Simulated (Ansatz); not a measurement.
Ag in space group Fd-3m (No. 227; Ag on 8a, Ag on 16d) under volume change, PBEsol (plane waves, PAW; program Ansatz), scaled uniformly.

| V (Å³/atom) | E − E(relaxed) (meV/atom) | P (GPa) |
|---|---|---|
| 16.263 | (withheld) | (withheld) |
| 16.800 | (withheld) | (withheld) |
| 17.336 | 5.5 | 3.39 |
| 17.872 | 0.0 | 0.00 |
| 18.408 | 4.8 | -2.78 |
| 18.944 | 18.0 | -5.05 |
| 19.480 | 38.1 | -6.90 |

Task: Some entries are withheld; supply them.

Result: 
- 16.263, E − E(relaxed) (meV/atom): 56.9
- 16.263, P (GPa): 12.56
- 16.800, E − E(relaxed) (meV/atom): 23.5
- 16.800, P (GPa): 7.52

Task: What does a third-order Birch–Murnaghan fit give for V₀, B₀ and B′?

Result: V₀ = 17.87 Å³/atom, B₀ = 102 GPa, B′ = 5.6.

The start of the workflow was typed in or built on a structure type; neither database checked (COD, Materials Project) lists it. It is not the phase usual at ambient conditions (space group No. 225). The PBEsol relaxation kept the symmetry of its start. At this level the phase is dynamically unstable (imaginary phonons). The run is not spin-polarised.

Potentials: the later of the program's two PAW sets.
